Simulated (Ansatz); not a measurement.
Relaxed-ion elastic tensor of Lu (simple cubic, Pm-3m) in GPa (Voigt order), PBE in the plane-wave PAW code Ansatz; density 8.84 g/cm³, 32.87 Å³ per atom.

```
 69.3    9.6    9.6    0.0    0.0    0.0
  9.6   69.3    9.6    0.0    0.0    0.0
  9.6    9.6   69.3    0.0    0.0    0.0
  0.0    0.0    0.0  -26.0    0.0    0.0
  0.0    0.0    0.0    0.0  -26.0    0.0
  0.0    0.0    0.0    0.0    0.0  -26.0
```

Task: Is the crystal mechanically stable?

Result: No: the smallest eigenvalue of C is -26.0 GPa.

A made-up cell: these elements were put on the sites of a structure type; neither database checked (COD, Materials Project) lists it. It is not the phase usual at ambient conditions (space group No. 194). The cell was relaxed with PBE under the symmetry of its start. At this level the phase is mechanically unstable. As this level gives no gap, shear constants depend on the k-mesh and smearing (Fermi–Dirac, 0.1 eV here). Spin–orbit coupling is left out wherever it is not named.

Potentials: the later of the program's two PAW sets.
